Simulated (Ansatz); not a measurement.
CdTe (zinc blende)

```xyz
2
Lattice="0.0000 3.2446 3.2446 3.2446 0.0000 3.2446 3.2446 3.2446 0.0000" Properties=species:S:1:pos:R:3 pbc="T T T"
Te     4.8669     4.8669     4.8669
Cd     0.0000     0.0000     0.0000
```

Equation-of-state scan: isotropic scaling of the cell above, V₀ being its volume. Symmetry pins the atoms to their sites.

The numbers are results of PBEsol (plane waves to 420 eV, PAW, scalar-relativistic; Ansatz, an electronic-structure program), not measurements. k mesh 9×9×9 (Γ-centred), Fermi-Dirac smearing 0.05 eV. E stands for the smeared free energy. Compression counts positive. CdTe was relaxed with its symmetry unable to fall. Spin-orbit coupling is left out, though Te is heavy. ΔE is measured from the relaxed starting cell.

| V (Å³/atom) | ΔE (meV/atom) |
|---|---|
| 30.742 | withheld |
| 31.595 | 28.8 |
| 32.449 | 12.2 |
| 33.303 | 2.9 |
| 34.157 | 0.0 |
| 35.011 | 2.6 |
| 35.865 | 10.0 |
| 36.719 | 21.6 |
| 37.573 | 36.7 |

### Question
Fit a third-order Birch-Murnaghan form (E₀, V₀, B₀, B₀′ free) to the given rows and predict ΔE at V = 30.742.

### Answer
Least squares on the 8 given rows: ΔE = E₀ + (9V₀B₀/16)·y²·[2 + (B₀′ − 4)y], y = (V₀/V)^(2/3) − 1, with V₀ = 34.159 Å³/atom, B₀ = 41.34 GPa (160.2 GPa = 1 eV/Å³; the term in eV is multiplied by 1000), B₀′ = 4.70, E₀ = 0.00 meV/atom; root-mean-square residual 0.02 meV/atom. At 30.742 the fit gives 53.9 meV/atom; the calculation gives 54.0 meV/atom, so the extrapolation is off by -0.1 (-0.2 %). For the pressure the fit gives 5.59 GPa against the computed 5.61 GPa.

(Under strain, the slope of the energy per volume gives the stress and its curvature an elastic modulus.)
